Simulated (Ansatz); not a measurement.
Input:

Be5Pt:
```
CELL_PARAMETERS angstrom
      0.00000     2.94149     2.94149
      2.94149     0.00000     2.94149
      2.94149     2.94149     0.00000
ATOMIC_POSITIONS crystal
  Be 0.75000 0.75000 0.75000
  Be 0.87357 0.37548 0.37548
  Be 0.37548 0.37548 0.37548
  Be 0.37548 0.37548 0.87357
  Be 0.37548 0.87357 0.37548
  Pt 0.00000 0.00000 0.00000
```

This is the LDA-relaxed structure.

Q: All from DFT-LDA in the program Ansatz with PAW potentials, unless another level is named. Estimate the static dielectric constant ε0 (ions relaxed, cell fixed).

A: 30.8.

Q: And the electronic dielectric constant ε∞ (DFPT)?

A: 20.1.

Q: Give the Born charges (a third of the trace).

A: Be +0.66 to +2.37, Pt -5.02 e.

Space group F-43m. The first step of the workflow began from a Materials Project structure, measured or hypothetical; the Crystallography Open Database copy checked does not list it. With Be and Pt taken as one species the cell has the higher symmetry Fd-3m, so it may be an ordered model of a mixed-site phase. Its standing as an ambient phase is unchecked. The cell was relaxed with LDA under the symmetry of its start; its stability against distortions is not shown here. The run is not spin-polarised. Scalar-relativistic: spin–orbit coupling is off unless named, which matters more the heavier the elements.

Potentials: the later of the program's two PAW sets.
